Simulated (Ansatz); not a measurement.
Sc (Fm-3m), stationary points along a deformation path

Method: DFT LDA, scalar-relativistic, plane waves, PAW (Ansatz 0.2.0). Cutoff 420 eV, Γ-centred 20×20×20 k-points, Gaussian smearing of 0.15 eV. No spin polarisation. Energies are free energies at this smearing, counted from the undisturbed cell; pressure is positive in compression.

Reference structure (as given, not relaxed at this level; it stands at -2.4 GPa; this fcc form isn't the usual structure):

```xyz
1
Lattice="0.0000 2.2705 2.2705 2.2705 0.0000 2.2705 2.2705 2.2705 0.0000" Properties=species:S:1:pos:R:3 pbc="T T T"
Sc    0.0000    0.0000    0.0000
```

At fixed volume and fractional coordinates, lengths along (0.000, 0.000, 1.000) are scaled against those across it; ρ is that ratio over its starting value. V = 23.410 Å³/atom. Δσ is the stress along the axis less the mean stress across it (compression positive).

```
    ρ  ΔE (meV/atom)  Δσ (GPa) space group
0.707           71.9      0.00        Im-3m
0.780           59.3      2.84       I4/mmm
0.850           31.5      3.36       I4/mmm
1.000            0.0      0.00        Fm-3m
1.200           58.9     -6.99       I4/mmm
1.300          125.9    -10.17       I4/mmm
1.414          227.6    -15.08       I4/mmm
```

How does the stress give the slope of the energy, and where is the energy stationary?

Along the path d ln(length) is 2/3 d ln ρ on the axis and −1/3 d ln ρ across it, so dE/d ln ρ = −(2/3) V Δσ: the energy falls with ρ where Δσ is positive. Δσ vanishes or changes sign at ρ = 0.707 (Im-3m, an end of the scan), at 71.9 meV/atom; at ρ = 1.000 (Fm-3m), a minimum at 0.0 meV/atom. Pairs of stationary points between two samples would go unseen, and could change a minimum read from distant neighbours into a maximum. At ρ = 0.707, 1.000 the cell is cubic, where symmetry alone makes the stress isotropic and the slope zero.

In a metal these slopes depend on the k mesh and the smearing.